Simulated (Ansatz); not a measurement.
Input:

Mg$_{2}$C:
Space group Fm-3m (No. 225); a = b = c = 5.4234 Å, α = β = γ = 90.00°

```tsv
atom	site	symmetry	x	y	z
C	4a	m-3m	0.0000	0.0000	0.0000
Mg	8c	-43m	0.2500	0.2500	0.2500
```
(The calculation used a cell of 3 atoms; values per cell refer to that cell.)

This is the PBEsol-relaxed structure.

Task: All from plane-wave PAW PBEsol (Ansatz code), unless another level is named. Predict the electron effective mass.

Result: 0.21, 0.21, 0.48 mₑ (principal values).

Task: And the HSE06 gap on the PBEsol cell?

Result: 1.40 eV.

Task: Give the valence-band maximum.

Result: on the K–Γ line, 86 % of the way from K.

Task: What about the weight of the conduction-edge state by species (Voronoi cells)?

Result: Mg 80 %, C 20 %.

A made-up cell: these elements were put on the sites of a structure type; neither database checked (COD, Materials Project) lists it. Its standing as an ambient phase is unchecked. The cell was relaxed with PBEsol under the symmetry of its start; phonons on a q-mesh show no instability.

Potentials: the later of the program's two PAW sets.
